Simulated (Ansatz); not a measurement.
Pb:
```cif
data_Pb
_chemical_formula_sum 'Pb1'
_space_group_name_H-M_alt 'P 1'
_space_group_IT_number 1
_cell_length_a 3.51510
_cell_length_b 3.51510
_cell_length_c 3.51510
_cell_angle_alpha 60.000
_cell_angle_beta 60.000
_cell_angle_gamma 60.000
loop_
_space_group_symop_operation_xyz
  'x, y, z'
loop_
_atom_site_label
_atom_site_type_symbol
_atom_site_fract_x
_atom_site_fract_y
_atom_site_fract_z
_atom_site_occupancy
Pb1 Pb 0.00000 0.00000 0.00000 1
```

Relaxed with r²SCAN+D4.

Q: Which orbitals make up the states near the Fermi level in DFT-r²SCAN+D4 in the program Ansatz with PAW potentials?

A: Within 0.5 eV of the Fermi level: Pb 6p 86 %, Pb 6s 11 %. Projections are on Löwdin-orthogonalised atomic valence shells; empty p or d shells of many metals are not among them.

Q: Tabulate the density of states.

A: States/eV per cell of 1 atom, in 0.25 eV bins, energy from the Fermi level.

```csv
E (eV),total,Pb 6p,Pb 6s
-7.85,0.61,0.08,0.53
-7.60,0.60,0.06,0.53
-7.35,0.61,0.04,0.56
-7.10,0.69,0.02,0.67
-6.85,0.03,0.00,0.03
-6.60,0.00,0.00,0.00
-6.35,0.00,0.00,0.00
-6.10,0.00,0.00,0.00
-5.85,0.00,0.00,0.00
-5.60,0.00,0.00,0.00
-5.35,0.00,0.00,0.00
-5.10,0.00,0.00,0.00
-4.85,0.00,0.00,0.00
-4.60,0.00,0.00,0.00
-4.35,0.02,0.02,0.00
-4.10,0.11,0.11,0.00
-3.85,0.18,0.17,0.01
-3.60,0.23,0.22,0.01
-3.35,0.32,0.29,0.02
-3.10,0.44,0.40,0.03
-2.85,0.56,0.51,0.04
-2.60,0.79,0.72,0.06
-2.35,0.83,0.74,0.07
-2.10,0.77,0.67,0.09
-1.85,0.57,0.47,0.09
-1.60,0.36,0.28,0.08
-1.35,0.42,0.34,0.07
-1.10,0.47,0.39,0.07
-0.85,0.49,0.41,0.07
-0.60,0.49,0.41,0.06
-0.35,0.50,0.42,0.06
-0.10,0.49,0.42,0.06
0.15,0.49,0.42,0.05
0.40,0.50,0.43,0.05
0.65,0.54,0.47,0.05
0.90,0.56,0.49,0.04
1.15,0.58,0.52,0.04
1.40,0.62,0.55,0.04
1.65,0.64,0.58,0.04
1.90,0.71,0.64,0.03
2.15,0.79,0.72,0.03
2.40,0.76,0.69,0.03
2.65,0.74,0.67,0.03
2.90,0.72,0.65,0.02
3.15,0.70,0.63,0.02
3.40,0.68,0.61,0.02
3.65,0.65,0.59,0.02
3.90,0.64,0.57,0.02
4.15,0.61,0.55,0.01
4.40,0.60,0.54,0.01
4.65,0.58,0.52,0.01
```

Space group Fm-3m (fcc (Cu type)). The cell was relaxed with r²SCAN+D4 under the symmetry of its start. The pairwise dispersion correction was not fitted to metals. Spin–orbit coupling is left out wherever it is not named.

Potentials: the later of the program's two PAW sets.
